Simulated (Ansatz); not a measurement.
Structures of PdAu2: which is lowest?

Plane-wave DFT in Ansatz with scalar-relativistic PAW potentials, cutoff 420 eV, Γ-centred meshes chosen by cell and gap, Gaussian smearing with energies taken to zero width. Every cell was relaxed (cell and atoms) in a run of its own, within the symmetry of its start. Functional: PBE.

Relaxed structures (starts from databases or built by putting these elements on another compound's sites):
A. R32, 6 atoms in the computed cell, a = 4.974 Å, c = 14.330 Å; sites (symmetry × multiplicity) Pd 3. × 6, Au .2 × 9 + 32 × 3; start: built
B. Fd-3m, 6 atoms in the computed cell, a = 7.632 Å; sites (symmetry × multiplicity) Pd -43m × 8, Au .-3m × 16; start: built

Q: Rank them by energy. Could pressure change the order?

A:
| structure | group | E − E(lowest) (meV/atom) | V (Å³/atom) | gap on mesh (eV) |
| --- | --- | --- | --- | --- |
| A | R32 | 0.0 | 17.06 | 0.00 |
| B | Fd-3m | 231 | 18.52 | 0.00 |

A is lowest, 231 meV/atom under B. The lowest is also the densest of these, so pressure wouldn't bring one of the others in at first order. Other structures may lie lower than all of these, and vibrations aren't counted.

Spin-orbit coupling is left out, which matters for the bands of heavy elements.